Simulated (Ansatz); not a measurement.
Given:

Ag:
Space group Fm-3m (No. 225); a = 4.053 Å, b = 4.053 Å, c = 4.053 Å, α = 90.00°, β = 90.00°, γ = 90.00°

```
atom  site  symmetry       x       y       z
----  ----  --------  ------  ------  ------
Ag      4a      m-3m  0.0000  0.0000  0.0000
```
(The calculation used a cell of 1 atom; values per cell refer to that cell.)

This is the PBEsol-relaxed structure.

**Question.** All from DFT-PBEsol in the program Ansatz with PAW potentials, unless another level is named. Predict the Poisson's ratio.

**Answer.** 0.37.

**Question.** Give the elastic constants (relaxed ions, GPa).

**Answer.** C11 = 143, C12 = 107, C44 = 51.2.

Symmetry was held in the PBEsol relaxation. No spin polarisation was allowed. As this level gives no gap, shear constants depend on the k-mesh and smearing (Fermi–Dirac, 0.1 eV here).

Potentials: the later of the program's two PAW sets.
